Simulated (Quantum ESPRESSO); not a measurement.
# Planted mistakes on one cell of Hf2TaO5F3

These are calculations, not measurements. They come from pw.x of Quantum ESPRESSO 7.5, a plane-wave density functional program, with PseudoDojo standard norm-conserving files (v0.5 for PBE, v0.4.1 for LDA and PBEsol). The cells are made up: elements, strain and atom displacements were drawn at random, and nothing was relaxed. There is no spin polarisation, spin-orbit coupling or dispersion term.

The hafnium file is less sure than the others, with forces about 3 percent (worst 6) and pressure in oxides about 1.5 GPa (worst 2.7) from a second method in checks, which no rerun with the same files tests.

The cell has 12 sites of a fluorite lattice. Sites 1 to 4 hold Hf Ta Hf empty; sites 5 to 12 hold O O O O O F F F. Cell vectors in Å: (4.999, 0.000, 0.000); (0.000, 4.999, 0.000); (0.000, 0.000, 4.999). Settings: PBE, cutoff 1143 eV, 5 x 5 x 5 k mesh shifted by half a step, Fermi-Dirac smearing of 0.025 eV.

The intended run has a self-consistency threshold of 1e-07 eV, a smearing term of 0.000 eV, a pressure of -1.33 GPa and 15 iterations. Each further run changes one thing: all lengths scaled by 0.9938; atoms of sites 6 and 12 exchanged; cutoff 708 eV; files of LDA; k mesh 2 x 2 x 2; one electron removed; smearing 0.36 eV; threshold 0.03 eV. A coarse mesh keeps the shift, and a charged cell sits in a uniform background.

```
run,change of free energy (eV),smearing term -TS (eV),change of P (GPa),largest change of a force component (eV/Å),iterations
A,-0.224,0.000,-0.47,0.135,17
B,0.013,0.000,0.50,0.060,9
C,4.704,0.000,-33.25,0.052,15
D,-0.178,-0.566,0.75,0.792,15
E,5.253,0.000,-15.50,0.372,17
F,-10.563,-0.007,-20.50,2.455,18
G,-0.396,0.000,-0.60,5.529,17
H,0.009,0.000,3.98,0.167,17
```

A rerun of the intended cell at 1437 eV and k mesh 7 x 7 x 7 moved values by no more than 0.004 eV in the cell's energy, 0.04 GPa in stress and 0.003 eV/Å in force.

Question: which change belongs to which run?

## Worked reading

Run B has the fewest iterations, as a run stopped early does. Run D has the largest smearing term, as wide smearing gives. Run C has a higher energy and the largest fall in pressure, as too small a basis gives. Run H changes the volume by a factor of 0.9815; minus its pressure change over the logarithm of that factor, 213 GPa, is a rough bulk modulus with clamped atoms. Energies from files of another functional, or of a charged cell, have another zero and say nothing on stability; the pressure of a charged cell rests on the program's zero of potential too.

## Key

```
run                             change
  A                   k mesh 2 x 2 x 2
  B                  threshold 0.03 eV
  C                      cutoff 708 eV
  D                   smearing 0.36 eV
  E                       files of LDA
  F               one electron removed
  G  atoms of sites 6 and 12 exchanged
  H       all lengths scaled by 0.9938
```